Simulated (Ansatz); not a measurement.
TePt in space group Cmcm (No. 63; Te on 4c, Pt on 4c) under volume change, PBEsol (plane waves, PAW; program Ansatz), shape and atoms relaxed at each volume.

```
V (Å³/atom)  E − E(relaxed) (meV/atom)  P (GPa)
-----------  -------------------------  -------
18.347                            87.8    17.09
18.951                            36.5    10.30
19.556                             8.5     4.68
20.161                             0.0     0.00
20.766                             7.5    -3.84
21.371                            28.0    -6.93
21.976                            58.8    -9.21
```

### Question
What does a third-order Birch–Murnaghan fit give for V₀, B₀ and B′?

### Answer
V₀ = 20.16 Å³/atom, B₀ = 139 GPa, B′ = 5.8.

The start of the workflow was typed in or built on a structure type; neither database checked (COD, Materials Project) lists it. COD files the formula under space group No. 166, 194. Whether it is the stable phase at ambient conditions was not checked. Symmetry was held in the PBEsol relaxation; its stability against distortions is not shown here. No spin polarisation was allowed. Spin–orbit coupling is left out wherever it is not named.

Potentials: the later of the program's two PAW sets.
